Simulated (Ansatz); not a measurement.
In$_{3}$SbTe$_{2}$:
```yaml
crystal:
  lattice:
    - [-2.14036, 3.01929, 6.41734]
    - [2.14036, -3.01929, 6.41734]
    - [2.14036, 3.01929, -6.41734]
  atoms:
    - { symbol: In, position: [0.00000, 0.00000, 0.00000] }
    - { symbol: In, position: [0.65959, 0.65959, 0.00000] }
    - { symbol: In, position: [0.34041, 0.34041, 0.00000] }
    - { symbol: Sb, position: [0.50000, 0.00000, 0.50000] }
    - { symbol: Te, position: [0.17121, 0.67121, 0.50000] }
    - { symbol: Te, position: [0.82879, 0.32879, 0.50000] }
```

Relaxed with LDA. Special points in fractions of this cell's reciprocal vectors: Γ (0.000, 0.000, 0.000); X (0.500, 0.500, -0.500); F2 (0.278, 0.722, -0.278); Σ0 (-0.278, 0.278, 0.278); Y0 (0.305, -0.305, 0.305); U0 (0.695, 0.305, -0.305); R (0.000, 0.500, 0.000); W (0.250, 0.250, 0.250); S (0.500, 0.000, 0.000); T (0.000, 0.000, 0.500).

Task: List the band energies nearest the Fermi level at these points for the program Ansatz at the LDA level (PAW).

Result: In eV from the Fermi level; about four levels below and three above (degenerate sets whole), none deeper than 8.9 eV; points with the same levels are listed once.

```tsv
k	below	above
Γ	-1.02 -0.88 -0.56 -0.21	4.28 4.34 4.51
X	-2.62 -1.97 -0.94 -0.02	1.76 2.17 2.55
F2	-2.45 -2.18 -2.07 -1.19	0.39 3.24 3.29
Y0	-1.37 -0.90 -0.59 -0.50	1.38 1.73 2.27
R	-2.70 -2.58 -2.13 0.00	0.46 2.91 3.29
W	-2.39 -1.82 -1.55 -1.53	0.63 0.90 1.71
S	-1.86 -1.48 -0.83 -0.52	0.08 0.36 1.52
T	-3.30 -3.07 -0.82 -0.67	0.54 1.46 1.47
```

Space group Immm. The workflow started from a Materials Project entry (that database holds measured and hypothetical structures alike); the Crystallography Open Database copy checked does not list it. Whether it is the stable phase at ambient conditions was not checked. The LDA relaxation kept the symmetry of its start; whether a distortion lowers the energy is not shown. Spin–orbit coupling is left out wherever it is not named.

Potentials: the later of the program's two PAW sets.
